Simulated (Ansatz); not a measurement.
## Cs2AgSbBr6: do energies and stresses tell the same story?

The calculation used Ansatz 0.2.0, DFT PBEsol, scalar-relativistic, plane waves, PAW.

Cutoff 420 eV; k points 4×4×4 on the computed 10-atom cell (Γ-centred); Gaussian smearing, width 0.02 eV; no spin polarisation.

Relaxed cell: Fm-3m, a = 11.082 Å, b = 11.082 Å, c = 11.082 Å, α = 90.00°, β = 90.00°, γ = 90.00°, 10 atoms in the primitive cell. Whether it is the stable form of this composition wasn't checked.

Energies at zero smearing and pressures from the stress tensor, at volumes with shape and atoms relaxed:
| V (Å³/atom) | E − E(first) (meV/atom) | P (GPa) |
| --- | --- | --- |
| 29.942 | 0.00 | 4.94 |
| 30.963 | -26.23 | 3.34 |
| 31.983 | -43.14 | 2.01 |
| 33.004 | -52.33 | 0.91 |
| 34.025 | -55.14 | 0.00 |
| 35.046 | -52.72 | -0.74 |
| 36.066 | -46.02 | -1.35 |
| 37.427 | -31.81 | -1.97 |

**Question.** Check P = −dE/dV between neighbouring volumes, and get the bulk modulus from the pressures alone.

**Answer.** With 1 eV/Å³ = 160.2 GPa:
```tsv
middle V (Å³/atom)	−ΔE/ΔV (GPa)	mean P (GPa)
30.452	4.117	4.142
31.473	2.654	2.675
32.494	1.442	1.460
33.515	0.442	0.456
34.535	-0.381	-0.368
35.556	-1.052	-1.043
36.747	-1.672	-1.658
```

The two differ by 0.02 GPa at most. The mean of two end pressures misses the average over a step by about ΔV² P″/12, up to 0.03 GPa here; with that taken off 0.00 GPa remains. Around V = 34.025 Å³/atom, the two neighbours give B = −V ΔP/ΔV = 34.025 × 1.65 / 2.041 = 27.4 GPa, against B0 = 27.2 GPa from the Birch–Murnaghan fit of the energies.

Cost: 9 runs of about 5.6 core-minutes in all, on Intel Xeon Platinum 8375C (Ice Lake) (shared hosts).